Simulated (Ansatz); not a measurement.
Input:

BaHfO$_{3}$:
```
BaHfO3
1.0
    4.17711     0.00000     0.00000
    0.00000     4.17711     0.00000
    0.00000     0.00000     4.17711
Ba Hf O
1 1 3
Direct
  0.50000   0.50000   0.50000
  0.00000   0.00000   0.00000
  0.00000   0.50000   0.00000
  0.50000   0.00000   0.00000
  0.00000   0.00000   0.50000
```

This is the r²SCAN-relaxed structure.

Task: All from r²SCAN in the plane-wave PAW code Ansatz, unless another level is named. Give the electron effective mass with spin–orbit coupling, band 1 of 2 at the edge.

Result: 0.80 along [100], 0.61 along [110], 0.51 along [111] (mₑ).

Task: Give the band gap.

Result: 4.19 eV (indirect).

Task: Give the valence-band maximum.

Result: at R.

Space group Pm-3m (cubic perovskite). The cell was relaxed with r²SCAN under the symmetry of its start; phonons on a q-mesh show no instability. No spin polarisation was allowed. Spin–orbit coupling is left out wherever it is not named.

Potentials: the later of the program's two PAW sets.
